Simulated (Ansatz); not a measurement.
Consider the following.

HgS:
```xyz
6
Lattice="4.0370 0.0000 0.0000 -2.0185 3.4961 0.0000 0.0000 0.0000 9.2811" Properties=species:S:1:pos:R:3 pbc="T T T"
Hg     2.7798     0.0000     6.1874
Hg    -1.3899     2.4074     3.0937
Hg     0.6286     1.0888     0.0000
S      2.0884     0.0000     1.5468
S     -1.0442     1.8086     7.7342
S      0.9743     1.6875     4.6405
```

This is the LDA-relaxed structure. x, y and z are the axes in which the lattice vectors are written.

### Question
All from plane-wave PAW LDA (Ansatz code), unless another level is named. Give the electron effective mass.

### Answer
0.40, 1.5, 1.5 mₑ (principal values).

### Question
What about the valence-band maximum?

### Answer
off the standard path, at k = (-0.073, 0.000, 0.401).

### Question
Predict the conduction-band minimum.

### Answer
at Γ.

Space group P3_221. The LDA relaxation kept the symmetry of its start. A crystal of weakly bound chains computed without a dispersion correction: the cell and the soft elastic constants depend strongly on that. Scalar-relativistic: spin–orbit coupling is off unless named, which matters more the heavier the elements.

Potentials: the later of the program's two PAW sets.

Edges and masses are those of Kohn–Sham bands, whose gap is no quasiparticle gap.
